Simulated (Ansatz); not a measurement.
The elements of this relaxed trial crystal are hidden behind letters.

```
lattice vectors (Å)
   3.9370   -3.9992    0.0000
   3.9370    3.9992    0.0000
   0.0000    0.0000    7.2842
fractional positions
X 0.2774 0.2774 0.5000
X 0.7226 0.7226 0.5000
Z 0.5000 0.5000 0.0000
Q 0.5000 0.5000 0.2671
Q 0.5000 0.5000 0.7329
Q 0.0000 0.0000 0.5000
```

All numbers below come from DFT PBE, scalar-relativistic, plane waves, PAW in Ansatz. The final run on the 6-atom cell used 420 eV, a Γ-centred 8×8×6 mesh, 0.10 eV smearing and no spin polarisation.

* Space group: Cmmm (No. 65)
* Conventional cell: a = 7.874 Å, b = 7.998 Å, c = 7.284 Å
* Volume per atom: 38.23 Å³
* Density: 2.28 g/cm³
* Formation energy: −1.66 eV/atom
* Gap on the 8×8×6 mesh of the 6-atom cell: 0 eV (a metal)

Energies are uncorrected and count from the elements' standard states at the same level.

Task: X is an s-block element of period 5, Z is a d-block element of period 5 and Q is a p-block element of period 2. Which elements are they?

Result: X = Sr, Z = Zr, Q = O, so the formula is Sr2ZrO3. Density times volume gives a mean mass of 2.28 × 38.23/1.6605 = 52.5 u per atom, and this set has 52.4 u. Sr has 1 O at 2.18 Å, 2 O at 2.44 Å, 1 Sr at 3.51 Å, 2 Sr at 4.02 Å and 2 Zr at 4.04 Å; around Zr lie 2 O at 1.95 Å and 4 Sr at 4.04 Å; O on a site of symmetry mm2 has 1 Zr at 1.95 Å and 2 Sr at 2.44 Å; 1 more site not described. Other sets within the hints have nearly the same mass, so mass alone doesn't settle it; this one was computed.

The cell is a metal run without spin; a magnetic state may lie lower. A structure relaxed within its symmetry needn't be a true minimum. Another cell of Sr2ZrO3 relaxed alike, in P-3m1, lies 0.84 eV/atom lower, so this cell isn't the stable form at this level.
